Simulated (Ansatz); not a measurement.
BP (rock salt, Fm-3m) at seven volumes, the program Ansatz at the PBE level (PAW), scaled uniformly. One row is withheld.

```tsv
V (Å³/atom)	P (GPa)
9.162	18.78
9.464	11.62
9.766	5.36
10.068	0.00
10.370	?
10.672	-8.29
10.974	-11.67
```

Fit the shown pressures and predict the withheld one.

P = (3/2)B₀(x^(7/2) − x^(5/2))[1 + (3/4)(B′ − 4)(x − 1)] with x = (V₀/V)^(2/3). Least squares on the six rows gives V₀ = 10.072 Å³/atom, B₀ = 163 GPa, B′ = 4.20. At V = 10.370, x = 0.9807 and P = -4.47 GPa. The run itself gave -4.45 GPa.

The start of the workflow was typed in or built on a structure type; neither database checked (COD, Materials Project) lists it. It is not the phase usual at ambient conditions (space group No. 216). The cell was relaxed with PBE under the symmetry of its start; its stability against distortions is not shown here. Its formation energy is positive at this level, so the cell may be metastable or incomplete.

Potentials: the later of the program's two PAW sets.
